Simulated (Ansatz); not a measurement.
Input file for Ansatz (a quantum-chemistry and plane-wave program):

Ansatz 0.2 input:
```yaml
crystal:
  lattice:
    - [3.5841392813, 0.0, 0.0]
    - [0.0, 3.5841392813, 0.0]
    - [0.0, 0.0, 6.1103388111]
  atoms:
    - { symbol: Ni, position: [0.0, 0.0, 0.0] }
    - { symbol: Ni, position: [0.5, 0.5, 0.0] }
    - { symbol: Rh, position: [0.5, 0.0, 0.3618188263] }
    - { symbol: Rh, position: [0.0, 0.5, 0.6381811737] }
    - { symbol: As, position: [0.5, 0.0, 0.7491691899] }
    - { symbol: As, position: [0.0, 0.5, 0.2508308101] }
kpoints:
  mp_grid: { grid: [11, 11, 7] }
hamiltonian:
  xc: r2scan
  pseudopotentials: { kind: paw }
scf:
  occupations: { method: gaussian, width: 0.05 }
checkpoint: { read: metal.run }
output: { write_density: true, elf: true, volumetric_format: npy }
```

Output (shortened):

```
Pseudopotentials: kind: paw
Pseudopotential: Ni, paw, valence charge 18
Pseudopotential: Rh, paw, valence charge 17
Pseudopotential: As, paw, valence charge 15
Functional definition: r2SCAN
Crystal: 6 atoms, lattice volume = 78.494 Å³
Basis set: ecut = 500 eV, 2031 PW (Γ), exchange–correlation on 108×108×180 points (64 copies of the dense FFT grid, shifted against one another)
Bands: 60, of which v1, the nominal top of the filled ones, is band 50 counted from 1 (49 counted from 0)
Symmetry: 16 space group operations
Space group: P4/nmm (ITA 129), of the structure as read, at distance tolerance 4.3e-5 Å
k-points: 84 of 847
PAW frozen core: Ni, regenerated for the run's functional
PAW frozen core: Rh, regenerated for the run's functional
PAW frozen core: As, regenerated for the run's functional
Initial density: read from a saved state, or passed on in memory by an earlier SCF of this step, an earlier step, the calling program or the single point that …
Stability of the state it starts from, as read at its close in the unpolarized treatment …
Initial wavefunctions: pseudopotential atomic-orbital guess
Eigensolver: davidson
Functional: x = r2scan, c = r2scan; τ floored in thin density (d = 2e-4 eV/Å³)
iter 1 solved again at ethr=1.58e-7 eV; its pass at ethr=3.10e-3 eV (dr2=1.58e-4 eV) is discarded
SCF iter   1: F=—  HF=-34252.855661 eV  |F-HF|=—  |Δ(HF+E_count)|=         —  Δρ=8.09e-7  dr2=2.76e-10  dr2_τ=1.00e-10  ethr=1.58e-7  ⟨swp⟩=3.2  Hψ=31036  notcnv=0
all-band conjugate gradients solve this SCF's bands
preconditioner: auto → Kerker (q_TF=auto, 2.841 Å⁻¹)
SCF iter   2: F=—  HF=-34252.855655 eV  |F-HF|=—  |Δ(HF+E_count)|=   5.41e-6  Δρ=1.22e-6  dr2=9.81e-10  dr2_τ=8.55e-11  ethr=1.00e-12  ⟨swp⟩=7.5  Hψ=24179  notcnv=0
SCF iter   3: F=-34252.855655 eV  HF=-34252.855655 eV  |F-HF|=2.91e-11  |Δ(HF+E_count)|=  6.55e-11  Δρ=2.87e-7  dr2=3.59e-11  dr2_τ=3.72e-11  ethr=1.00e-12  ⟨swp⟩=1.8  Hψ=11027  notcnv=0
SCF 1 converged in 3 iterations: F = -34252.855655 eV  dr2 = 3.59e-11
SCF converged after 3 iterations
Free energy (F): -34252.855655 eV
Harris-Foulkes:  -34252.855655 eV  (|F-HF|=2.91e-11)
Internal energy: -34252.854856 eV  (E = F + TS)
E sigma→0 (E₀):  -34252.855255 eV
Entropy (-TS):   -0.000800 eV (-0.133 meV/atom)
Fermi energy:    19.370174 eV
--- Per-component energies (eV) ---
  E_band       = -1120.896176
  E_kinetic    = 1935.164522
  E_local      = -13587.656740  (includes V_loc(G=0)·N_el)
  E_nonlocal   = 674.016042
  E_hartree    = 6044.834141
  E_xc         = -741.990537
  E_vxc        = -1034.842741  (∫ρ·V_xc dr)
  E_paw        = -14212.729439  (= ΣΔE_a)
  E_vpaw       = -1266.201971  (= ΣTr[D̂ρ^β])
  E_aug_tail   = 0.001715  (compensation charges beyond the density's cutoff)
  E_vtau       = 68.954898  (kinetic-family band-sum trace: ∫τ·v_τ [+ j·A + Jᵃ·Aᵃ] dr)
  E_ewald      = -14360.239688
  E_core_change = -4.254872  (= ΣΔE_core)
  E_smearing   = -0.000800  (= −TS)
  E_closure    =  0.000000  (closes the sum)
  Σ components = -34252.855655   (vs F -34252.855655, Δ=0.00e0)
  [band-id]    e_kinetic+e_local+e_nonlocal+2·e_hartree+e_vxc+e_vpaw+e_augmentation_tail+e_vtau = -1120.895993   (vs E_band -1120.896176, Δ=1.83e-4)
--- Band table (eV; the first three rows and the last of 84) ---
  k-point 0: bands = ["-87.6835", "-87.6648", "-61.2629", "-61.2465", "-46.6621", "-46.6621", "-46.6566", "-46.6359", "-46.5697", "-46.5697", "-28.5683", "-28.5128", "-28.3800", "-28.3800", "-28.3118", "-28.3118", "-18.0216", "-18.0198", "-18.0185", "-18.0176", "-18.0008", "-18.0008", "-18.0006", "-18.0006", "-17.9983", "-17.9949", "4.5514", "6.1444", "11.6871", "13.8274", "14.2705", "14.2705", "14.7708", "15.2503", "15.6172", "16.0241", "16.0241", "16.4873", "16.4873", "16.5612", "16.6784", "16.6830", "17.2858", "17.7777", "17.8578", "18.1944", "18.1944", "18.2305", "18.3566", "18.3566", "18.8867", "21.9779", "21.9779", "22.1077", "23.2962", "23.8301", "26.4475", "26.4475", "26.4745", "27.1171"]
  k-point 1: bands = ["-87.6835", "-87.6648", "-61.2630", "-61.2465", "-46.6621", "-46.6621", "-46.6566", "-46.6359", "-46.5697", "-46.5697", "-28.5682", "-28.5129", "-28.3800", "-28.3800", "-28.3118", "-28.3118", "-18.0215", "-18.0198", "-18.0185", "-18.0176", "-18.0007", "-18.0007", "-18.0006", "-18.0006", "-17.9983", "-17.9949", "4.6150", "6.0601", "11.6574", "13.6971", "14.3184", "14.3184", "14.8176", "15.4267", "15.6319", "15.9006", "15.9006", "16.5049", "16.5049", "16.5306", "16.6428", "16.6725", "17.2855", "17.7998", "17.8931", "17.8931", "17.9671", "18.2305", "18.8180", "18.8180", "18.8867", "21.8731", "21.8731", "22.1337", "23.3508", "23.8420", "26.4520", "26.4725", "26.4725", "27.1605"]
  k-point 2: bands = ["-87.6835", "-87.6648", "-61.2630", "-61.2465", "-46.6621", "-46.6621", "-46.6566", "-46.6359", "-46.5697", "-46.5697", "-28.5681", "-28.5131", "-28.3801", "-28.3801", "-28.3118", "-28.3118", "-18.0214", "-18.0200", "-18.0183", "-18.0177", "-18.0007", "-18.0007", "-18.0006", "-18.0006", "-17.9982", "-17.9948", "4.7940", "5.8338", "11.6243", "13.3980", "14.4524", "14.4524", "14.9446", "15.6050", "15.6050", "15.6679", "15.8573", "16.2209", "16.5632", "16.5778", "16.5778", "16.7938", "17.3962", "17.6240", "17.6240", "17.8459", "18.1578", "18.2305", "18.8868", "19.4868", "19.4868", "21.5417", "21.5417", "22.0405", "23.5657", "23.8707", "26.4093", "26.5836", "26.5836", "26.9974"]
  k-point 83: bands = ["-87.6742", "-87.6738", "-61.2535", "-61.2532", "-46.6731", "-46.6713", "-46.6462", "-46.6457", "-46.5632", "-46.5613", "-28.5389", "-28.5376", "-28.4059", "-28.4040", "-28.3187", "-28.3176", "-18.0193", "-18.0192", "-18.0120", "-18.0120", "-18.0028", "-18.0027", "-18.0008", "-18.0008", "-17.9934", "-17.9933", "6.7423", "6.7570", "12.0549", "12.1677", "13.6703", "13.7563", "14.0903", "14.1427", "15.5681", "15.5801", "15.9224", "15.9637", "16.1784", "16.2118", "17.4097", "17.4219", "17.5988", "17.6132", "17.6306", "17.6929", "18.2072", "18.2641", "18.5888", "18.5986", "20.3419", "20.4041", "20.5109", "20.6705", "23.8473", "24.1306", "25.2939", "25.2983", "26.2072", "26.4969"]
  band table: 60 of 60 bands, residual norms ≤ 1.0e-3 eV
```

Cost: around 60 core-seconds (rough) on shared cores.

The workflow started from an entry of the Crystallography Open Database (COD). Whether it is the stable phase at ambient conditions was not checked. The r²SCAN relaxation kept the symmetry of its start; whether a distortion lowers the energy is not shown. No spin polarisation was allowed. Scalar-relativistic: spin–orbit coupling is off unless named, which matters more the heavier the elements.

Potentials: the later of the program's two PAW sets.

Ansatz is a plane-wave DFT program.
